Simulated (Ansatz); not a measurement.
CsTlF3, in the lowest among the structures calculated here: Fm-3m (No. 225), cF40; a = b = c = 9.5752 Å, α = β = γ = 90.00°; Cs 8c (0.250, 0.250, 0.250); Tl 4b (0.500, 0.500, 0.500); Tl 4a (0.000, 0.000, 0.000); F 24e (0.000, 0.000, 0.227). Calculation: r2SCAN (plane waves to 500 eV, PAW, scalar-relativistic; Ansatz, a program for electronic structure). Element references, the lowest calculated here: Tl (P6₃/mmc), Cs (Im-3m), F (R-3m, a generated molecular cell); gases are represented by their molecular solids.

Problem. Predict the formation energy of this Fm-3m form of CsTlF3 from the elements from r2SCAN.

Solution. -2.42 eV/atom.

Static energies, no anion corrections, no zero-point energy. Values are rounded to 0.01 eV/atom. Spin-orbit coupling is missing from these energies, which matters for elements this heavy. The compounds carry no spin polarisation.
